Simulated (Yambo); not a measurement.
Given:

```
TiO2
1.0
    2.96826     0.00000     0.00000
    0.00020     4.70761     0.00000
    1.48357     0.24236     7.08346
O Ti
6 3
Cartesian
  2.98100   4.04964   6.18244
  1.49628   3.44262   3.89236
  2.98046   3.30403   1.38269
  1.49651   1.65004   5.71069
  2.97950   1.51098   3.20102
  1.49671   0.90393   0.91022
  2.97971   2.61620   4.84863
  1.49325   2.33789   2.24546
  0.01113   0.00205   0.00496
```

Workflow: PBEsol (Quantum ESPRESSO, PseudoDojo norm-conserving, 84 Ry, no spin-orbit coupling), then G0W0 in Yambo (4×4×2 Γ-centred k mesh, bands 4 to 161 and a 7 Ry block in the screening, 161 bands in G with the Bruneval-Gonze terminator, plasmon pole fitted at 27.2 eV).

Question: Give the PBEsol and G0W0 gaps between the band edges found on this mesh, and say where the edges lie.

Answer: Edges: Γ → Γ. PBEsol: 2.32 eV; G0W0: 3.86 eV. The mesh misses an edge: along a dense path the PBEsol gap is 2.26 eV. Nearest settings tried, and what they do to the gap: 73 bands in W, 73 bands in G: +14 meV; 3 Ry block (61 vectors against 209): +444 meV. Not varied: mesh. So the settings aren't converged at that level. 

Geometry of the Materials Project entry, not relaxed at this level.

This is not the ordinary phase of the substance; no match was found in the copy of COD used, and its stability was not checked.
